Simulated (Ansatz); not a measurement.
# TiB: tetragonal deformation path

Method: DFT r2SCAN, scalar-relativistic, plane waves, PAW (Ansatz). Settings: plane waves to 500 eV, k-mesh 22×22×22 (Γ-centred), Gaussian smearing 0.15 eV. No spin polarisation. Energies are free energies at this smearing, counted from the undisturbed cell; pressure is positive in compression.

Reference structure (as given, not relaxed at this level; it stands at 121.2 GPa, and it needn't be the usual structure):

```
Ti B
1.0
     0.00000    2.10100    2.10100
     2.10100    0.00000    2.10100
     2.10100    2.10100    0.00000
Ti B
1 1
Direct
  0.75000 0.75000 0.75000
  0.00000 0.00000 0.00000
```

At fixed volume and fractional coordinates, lengths along (0.000, 0.000, 1.000) are scaled against those across it; ρ is that ratio over its starting value. The cell is metallic on the mesh throughout. At 121 GPa the given cell is far from its own equilibrium, so these figures belong to a strongly strained crystal.

Over the sampled range (0.650 to 1.500), is the undisturbed cell the lowest point?

No: the energy is lower at ρ = 0.650, -915.8 in ΔE (meV/atom).

The scan:

```csv
ρ,ΔE (meV/atom)
0.650,-915.8
0.707,-622.1
0.780,-337.3
0.850,-147.9
0.920,-37.2
0.960,-8.5
1.000,0.0
1.050,-10.4
1.100,-36.3
1.200,-110.2
1.300,-184.5
1.414,-273.5
1.500,-342.8
```